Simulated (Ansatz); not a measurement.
**Data sheet: C (DFT)**

C:
```xyz
6
Lattice="4.4359 0.0000 0.0000 -2.2180 3.8416 0.0000 0.0000 0.0000 2.5220" Properties=species:S:1:pos:R:3 pbc="T T T"
C      0.0000     3.4413     0.6305
C     -0.7623     2.1210     0.6305
C      0.7623     2.1210     0.6305
C      2.2180     0.4004     1.8915
C      2.9802     1.7206     1.8915
C      1.4557     1.7206     1.8915
```

Space group P6_3/mmc (No. 194); conventional cell a = 4.4359 Å, b = 4.4359 Å, c = 2.5220 Å, α = 90.00°, β = 90.00°, γ = 120.00°.

Method: r²SCAN (plane waves, PAW; program Ansatz). Geometry: relaxed at this level of theory. Other levels are named where they apply.

Cell and energy:

```
Item                  Value
---------------  ----------
Volume per atom     7.16 Å³
Density          2.78 g/cm³
```

Electronic structure:

```
Item                                                                         Result
--------------------------------------------  -------------------------------------
Band gap                                                           2.44 eV (direct)
Valence-band maximum                                                           at Γ
Conduction-band minimum                                                        at Γ
Electron effective mass                       0.13, 0.13, 1.2 mₑ (principal values)
Hole effective mass, band 1 of 2 at the edge        0.47 along x, 0.85 along z (mₑ)
Hole effective mass, band 2 of 2 at the edge        0.11 along x, 0.85 along z (mₑ)
HSE06 gap on the r²SCAN cell                                                3.33 eV
```

Mechanics:

```
Item                                                                                            Value
--------------------------------------------  -------------------------------------------------------
Bulk modulus (Birch–Murnaghan fit)                                                          3300 kbar
Pressure derivative B′                                                                            3.6
Elastic constants (relaxed ions, GPa)         C11 = 605, C12 = 218, C13 = 83.6, C33 = 1080, C44 = 381
Mechanical stability                                           stable (all eigenvalues of C positive)
Hill bulk and shear moduli                                                            335 and 299 GPa
Young's modulus                                                                               691 GPa
Poisson's ratio                                                                                  0.16
Debye temperature from the elastic constants                                                   1760 K
```

The start of the workflow was typed in or built on a structure type. Its sites differ from those of the usual phase in this space group: another stacking or structure type. The cell was relaxed with r²SCAN under the symmetry of its start; its stability against distortions is not shown here.

Potentials: the later of the program's two PAW sets.
